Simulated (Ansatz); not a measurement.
K₂Pb₃C₃O₉F₂: O-17 NMR of the central transition

Cell: a computed structure from the Materials Project (it need not be an observed phase), atoms as given.

```xyz
38
Lattice="5.3761 0.0000 0.0000 -2.6880 4.6558 0.0000 0.0000 0.0000 23.6209" Properties=species:S:1:pos:R:3 pbc="T T T"
K     0.0000    3.1039   20.0015
K     2.6880    1.5519    3.6193
K     2.6880    1.5519    8.1911
K     0.0000    3.1039   15.4298
Pb    2.6880    1.5519   17.7157
Pb    0.0000    3.1039    5.9052
Pb    2.6880    1.5519   22.4851
Pb    0.0000    3.1039    1.1358
Pb    0.0000    3.1039   10.6747
Pb    2.6880    1.5519   12.9462
C     0.0000    0.0000   22.0818
C     0.0000    0.0000    1.5391
C     0.0000    0.0000   10.2714
C     0.0000    0.0000   13.3495
C     0.0000    0.0000   17.7157
C     0.0000    0.0000    5.9052
O     1.5591    4.0041   22.0881
O    -1.5591    4.0041   22.0881
O     0.0000    1.3035   22.0881
O     1.1289    0.6518    1.5327
O     4.2472    0.6518    1.5327
O     2.6880    3.3523    1.5327
O     1.1289    0.6518   10.2777
O     4.2472    0.6518   10.2777
O     2.6880    3.3523   10.2777
O     1.5591    4.0041   13.3432
O    -1.5591    4.0041   13.3432
O     0.0000    1.3035   13.3432
O     1.5597    4.0044   17.7157
O    -1.5597    4.0044   17.7157
O     0.0000    1.3029   17.7157
O     1.1283    0.6515    5.9052
O     4.2477    0.6515    5.9052
O     2.6880    3.3529    5.9052
F     2.6880    1.5519   20.1765
F     0.0000    3.1039    3.4443
F     0.0000    3.1039    8.3661
F     2.6880    1.5519   15.2548
```

Sites (sets of like atoms) are named by element and the number of their first atom in this list.

Computed with Ansatz: DFT, PBE, plane waves and PAW, scalar-relativistic, 420 eV cutoff, Γ-centred 5×5×1 k-points, Fermi–Dirac smearing 0.02 eV.

O-17 has I = 5/2 and Q = -25.58 mb (Pyykkö 2018); at 14.1 T its Larmor frequency is ν₀ = 81.4 MHz. Only the quadrupole interaction is simulated: positions count from each site's isotropic chemical shift, and J coupling is left out, as are shift anisotropy and dipolar coupling, which fast spinning averages.

Task: Give C_Q, η, the quadrupolar product P_Q = |C_Q|(1 + η²/3)^½, the second-order isotropic shift and the breadth of the pattern (fast magic-angle spinning) for each O site.

Result: 

```tsv
site	first shell	C_Q (MHz)	η	P_Q (MHz)	δ_QIS (ppm)	breadth (kHz)
O17	1 C at 1.30 Å; also 3 Pb at 2.73–3.22 Å, 1 K at 2.76 Å	-6.69	0.63	7.12	-45.8	8.63
O29	1 C at 1.30 Å; also 2 Pb at 2.70 Å, 2 K at 2.91 Å	-6.70	0.64	7.14	-46.1	8.67
```

δ_QIS = −(ν_Q²/30ν₀²)[I(I+1) − 3/4](1 + η²/3) × 10⁶ ppm with ν_Q = 3|C_Q|/[2I(2I−1)]; it falls as 1/B₀² in ppm, and the breadth as 1/B₀ in kHz.

At O17 and O29 V_zz points along its bond to C (within 3°) in each case.

The largest force is 0.4 eV/Å, so the atoms aren't at the calculated equilibrium and relaxing them would move these values.

Hardware: 1 thread of Arm Neoverse V1 (aarch64; 8 cores open to the job, memory cap 3.0 GiB, no GPU), a shared host with a load of 0.6 a core. Wall time 72 s, CPU time 72 s, peak memory 1.2 GiB.
